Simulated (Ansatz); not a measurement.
# LaMnAl$_{3}$: settings compared (Ansatz)

input.yaml:

```yaml
crystal:
  lattice:
    - [3.017917, 1.742393, 4.860893]
    - [-3.017917, 1.742393, 4.860893]
    - [0.0, -3.484786, 4.860893]
  atoms:
    - { symbol: La, position: [0.25, 0.25, 0.25] }
    - { symbol: La, position: [0.75, 0.75, 0.75] }
    - { symbol: Al, position: [0.7052, 0.7948, 0.25] }
    - { symbol: Al, position: [0.25, 0.7052, 0.7948] }
    - { symbol: Al, position: [0.7948, 0.25, 0.7052] }
    - { symbol: Al, position: [0.2948, 0.2052, 0.75] }
    - { symbol: Al, position: [0.75, 0.2948, 0.2052] }
    - { symbol: Al, position: [0.2052, 0.75, 0.2948] }
    - { symbol: Mn, position: [0.0, 0.0, 0.0] }
    - { symbol: Mn, position: [0.5, 0.5, 0.5] }
  symmetry: { tolerance: 0.0003 }
kpoints:
  mp_grid: { grid: [4, 4, 4], shift: [0, 0, 0] }
magnetization:
  spin_polarized: false
scf:
  occupations: { method: fermi_dirac, width: 0.0111 }
hamiltonian:
  pseudopotentials: { kind: paw }
  xc: pbe
basis:
  ecutwfc: 420
output:
  forces: true
  stress: true
  eigenvalues: true
```

The command:

```bash
ansatz run input.yaml --threads 1 --pin off --max-ram 2560MiB --backend cpu --events-out ev --progress --plain --runs-dir out
```

Origin of the cell: a known structure type with other elements, at an estimated volume, so it need not be a known compound.

Output of this run (shortened):

```
SCF iter   1: F=—  HF=-23520.961808 eV  Δρ=1.37e-2  dr2=3.02e-1
SCF iter   2: F=—  HF=-23520.938347 eV  Δρ=5.46e-3  dr2=4.59e-2  defer=54
SCF iter   3: F=—  HF=-23520.933395 eV  Δρ=8.41e-4  dr2=8.47e-4  defer=28
SCF iter   4: F=—  HF=-23520.933397 eV  Δρ=3.45e-4  dr2=1.78e-4  defer=28
SCF iter   5: F=—  HF=-23520.933382 eV  Δρ=6.11e-5  dr2=6.28e-6  defer=28
SCF iter   6: F=—  HF=-23520.933326 eV  Δρ=1.35e-5  dr2=2.58e-7  defer=28
SCF iter   7: F=-23520.933326 eV  HF=-23520.933326 eV  Δρ=5.68e-6  dr2=4.63e-8
SCF 1 converged in 7 iterations: F = -23520.933326 eV  dr2 = 4.63e-8
SCF converged after 7 iterations
Free energy (F): -23520.933326 eV
Harris-Foulkes:  -23520.933326 eV  (|F-HF|=3.14e-8)
Internal energy: -23520.930145 eV  (E = F + TS)
E sigma→0 (E₀):  -23520.931736 eV
Entropy (-TS):   -0.003182 eV (-0.318 meV/atom)
Fermi energy:    12.996548 eV
--- Per-component energies (eV) ---
  E_band       = -389.104607
  E_kinetic    = 1198.307829
  E_local      = -5956.962150  (includes V_loc(G=0)·N_el)
  E_nonlocal   = 744.871075
  E_hartree    = 2586.507563
  E_xc         = -768.969568
  E_vxc        = -792.179158  (∫ρ·V_xc dr)
  E_paw        = -16244.908063  (= ΣΔE_a)
  E_vpaw       = -756.136032  (= ΣTr[D̂ρ^β])
  E_aug_tail   = -0.000032  (compensation charges beyond the density's cutoff)
  E_ewald      = -5079.776798
  E_smearing   = -0.003182  (= −TS)
  Σ components = -23520.933326   (vs F -23520.933326, Δ=0.00e0)
--- Forces (eV/Å), atoms counted from 1 ---
  atom   1  La     0.000000     0.000000     0.000000
  atom   2  La    -0.000000     0.000000     0.000000
  atom   3  Al     1.596332    -0.000000     0.000000
[… 2 lines left out …]
  atom   6  Al    -1.596332    -0.000000     0.000000
  atom   7  Al     0.798166    -1.382464     0.000000
  atom   8  Al     0.798166     1.382464    -0.000000
  atom   9  Mn    -0.000000     0.000000    -0.000000
  atom  10  Mn     0.000000     0.000000     0.000000
  max |Σ_I F_I| component: 6.66e-16 eV/Å
--- Stress (GPa, compression-positive) ---
       38.282019      -0.000000       0.000000
        0.000000      38.282019      -0.000000
        0.000000      -0.000000      34.920964
  P = ⅓ Tr σ = 37.1617 GPa (371.617 kbar)
```

The same input was run again with these changes:

1. `kpoints.mp_grid.grid` [4, 4, 4] → [1, 1, 1]; `accuracy` default → medium
2. `scf.lower_state_search` default → light; `scf.algorithm` default → direct_min
3. `scf.eigensolver.kind` default → davidson; `magnetization` { spin_polarized: false } → { spin_polarized: true } (starts: random); typed moments: La1 -2, La2 -2, Al3 -1, Al4 -1, Al5 4, Al6 -2, Al7 2, Al8 1, Mn9 4, Mn10 -4
4. `magnetization` { spin_polarized: false } → { spin_polarized: true } (starts: random); `scf.n_extra_bands` default → 4; `hamiltonian.hubbard` default → { sites: [{ species: Mn, l: d, u_eff: 5.0 }], double_counting: fll }; typed moments: La1 2, La2 2, Al3 -2, Al4 -4, Al5 -2, Al6 -0.5, Al7 -4, Al8 -4, Mn9 2, Mn10 4

```csv
run,end,SCF iterations,P (GPa),max force component (eV/Å),gap on mesh (eV),moment (μB),ΔE(σ→0) (meV/atom)
base,converged,7,37.16,1.596,none,–,0
1,converged,8,40.61,1.901,–,–,250.96
2,converged,8,37.16,1.596,none,–,0.00
3,cut by time,22,–,–,–,–,–
4,cut by time,38,–,–,–,–,–
```

Energies are compared only where functional, datasets, charge and starting cell are the same.

Not properties of the system: run 1 (too coarse or loose: `kpoints.mp_grid.grid` = [1, 1, 1]).

Caveats of the base run: no spin polarisation, so a magnetic state may lie lower; no spin-orbit coupling, though heavy elements are present; the given cell is far from equilibrium, with atoms too close or a volume far off; the k mesh is coarse if the cell is a metal.

The base run ran for 6.9 s on 1 thread of Arm Neoverse V1 (shared host), peak memory 0.44 GiB, from the program's own first density.
